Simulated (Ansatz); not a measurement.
Polymorphs of SnS2, each relaxed with plane-wave PAW PBEsol (Ansatz code):

A: Fd-3m
a = 10.3582 Å, b = 10.3582 Å, c = 10.3582 Å, α = 90.00°, β = 90.00°, γ = 90.00°

```
atom  site  symmetry       x       y       z
----  ----  --------  ------  ------  ------
Sn     16c      .-3m  0.1250  0.1250  0.1250
S      32e       .3m  0.3733  0.3733  0.3733
```

B: I-42d
a = b = 5.784 Å, c = 9.953 Å, α = β = γ = 90.00°

```json
[
 {"atom": "Sn", "site": "4a", "symmetry": "-4..", "x": "0.0000", "y": "0.0000", "z": "0.0000"},
 {"atom": "S", "site": "8d", "symmetry": ".2.", "x": "0.2553", "y": "0.2500", "z": "0.1250"}
]
```

### Question
Order them by energy per atom at 0 K (lowest first) at the level PBEsol.

### Answer
A (+0 meV/atom), B (+119 meV/atom)

### Question
Give each one's gap.

### Answer
A 1.06 eV; B 1.74 eV.

Not the usual ambient phase: A; B. All cells were relaxed under the symmetry of their starts (and spin orders); stability against distortions was not tested throughout. Spin–orbit coupling is left out wherever it is not named.

Energies hold the estimated change up to a 700 eV cutoff; steps of a few meV lie near the error of the meshes.

Potentials: the later of the program's two PAW sets.
